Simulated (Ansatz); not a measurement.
Relaxed-ion elastic tensor of ZnCdSeS in space group P3m1 (No. 156; Zn on 1b, Cd on 1a, Se on 1b, S on 1a) in GPa (Voigt order), PBEsol in the plane-wave PAW code Ansatz; density 5.12 g/cm³, 23.41 Å³ per atom.

```
      1     2     3     4     5     6
-  ----  ----  ----  ----  ----  ----
1  84.5  45.4  41.7  -0.8   0.0   0.0
2  45.4  84.5  41.7   0.8   0.0   0.0
3  41.7  41.7   118   0.0   0.0   0.0
4  -0.8   0.8   0.0  18.3   0.0   0.0
5   0.0   0.0   0.0   0.0  18.3  -0.8
6   0.0   0.0   0.0   0.0  -0.8  19.6
```

Question: Is the crystal mechanically stable?

Answer: Yes: the smallest eigenvalue of C is 17.8 GPa.

Question: Work out the Voigt, Reuss and Hill averages.

Answer: K_V = 60.5, K_R = 59.5, K_H = 60.0; G_V = 21.8, G_R = 20.6, G_H = 21.2 GPa.

Question: Give Young's modulus, Poisson's ratio, Pugh's ratio and the universal anisotropy index.

Answer: E = 9KG/(3K + G) = 56.9 GPa; ν = 0.34; K/G = 2.83 (ductile by the Pugh limit of 1.75); A_U = 5G_V/G_R + K_V/K_R − 6 = 0.30.

Question: Estimate the sound speeds and the Debye temperature.

Answer: v_l = √((K + 4G/3)/ρ) = 4150 m/s, v_t = √(G/ρ) = 2030 m/s, mean 2280 m/s; Θ = (h/k)(3n/4πV)^(1/3) v_m = 238 K.

Question: How much does each axis shrink under pressure?

Answer: Linear compressibilities β_i = Σ_j S_ij (j = 1 to 3): x 6.4, y 6.4, z 3.9 per TPa.

The workflow started from a Materials Project entry (that database holds measured and hypothetical structures alike); the Crystallography Open Database copy checked does not list it. Its standing as an ambient phase is unchecked. The PBEsol relaxation kept the symmetry of its start; of distortions, only those at the zone centre were tested.

Potentials: the later of the program's two PAW sets.
